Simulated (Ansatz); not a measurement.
A geometry of Pb away from equilibrium: step 2 of the relaxation of a generated cell, Pb built in the trigonal-Se structure type. The numbers are results of r2SCAN (plane waves to 500 eV, PAW, scalar-relativistic; Ansatz, a program for electronic structure), not measurements. Γ-centred k-mesh 7×7×5 on the run's cell (coarser than for final values), Fermi–Dirac smearing 0.05 eV. The plane waves were selected for a different cell earlier on the path.

```xyz
3
Lattice="5.3518 0.0000 0.0000 -2.6759 4.6348 0.0000 0.0000 0.0000 5.9628" Properties=species:S:1:pos:R:3 pbc="T T T"
Pb     1.3354     0.0000     4.9690
Pb    -0.6677     1.1565     0.9938
Pb     2.0082     3.4783     2.9814
```

What forces act on the atoms (eV/Å)?


```tsv
atom	Fx	Fy	Fz
Pb1	0.38	0.00	0.00
Pb2	-0.19	0.33	0.00
Pb3	-0.19	-0.33	0.00
```

The path ends in R-3m (No. 166). No spin polarisation in the result.

The run could not lose the symmetry of its start, so the end can be a saddle point.

The end of the path is a generated cell of Pb: the first start was made by placing the elements on the sites of a structure type, and the end was not matched to a known phase here, so it may be hypothetical. Known forms of Pb include space group No. 225.
